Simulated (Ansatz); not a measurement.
**P: computed property card**

P:
```cif
data_P8
_chemical_formula_sum 'P8'
_space_group_name_H-M_alt 'Fd-3m :1'
_space_group_IT_number 227
_space_group_name_Hall 'F 4d 2 3 -1d'
_cell_length_a 5.49638
_cell_length_b 5.49638
_cell_length_c 5.49638
_cell_angle_alpha 90.000
_cell_angle_beta 90.000
_cell_angle_gamma 90.000
loop_
_atom_site_label
_atom_site_type_symbol
_atom_site_symmetry_multiplicity
_atom_site_Wyckoff_symbol
_atom_site_fract_x
_atom_site_fract_y
_atom_site_fract_z
_atom_site_occupancy
P1 P 8 b 0.50000 0.50000 0.50000 1
```
(The calculation used a cell of 2 atoms; values per cell refer to that cell.)

Space group Fd-3m (No. 227), diamond; conventional cell a = b = c = 5.4964 Å, α = β = γ = 90.00°.

Method: the program Ansatz at the PBE level (PAW). Geometry: relaxed at this level of theory. Other levels are named where they apply.

### Cell and energy

| Quantity | Result |
|---|---|
| Volume per atom | 20.76 Å³ |
| Density | 2.48 g/cm³ |

### Electronic structure

| Quantity | Value |
|---|---|
| Electronic character | metallic (no gap) |
| Density of states at the Fermi level | 0.62 states/eV per atom (mean over ±0.08 eV) |

### Mechanics

| Property | Value |
|---|---|
| Bulk modulus (Birch–Murnaghan fit) | 41.5 GPa |
| Pressure derivative B′ | 2.8 |

The start of the workflow was typed in or built on a structure type; neither database checked (COD, Materials Project) lists it. It is not the phase usual at ambient conditions (space group No. 64). Symmetry was held in the PBE relaxation; its stability against distortions is not shown here.

Potentials: the earlier of the program's two PAW sets.
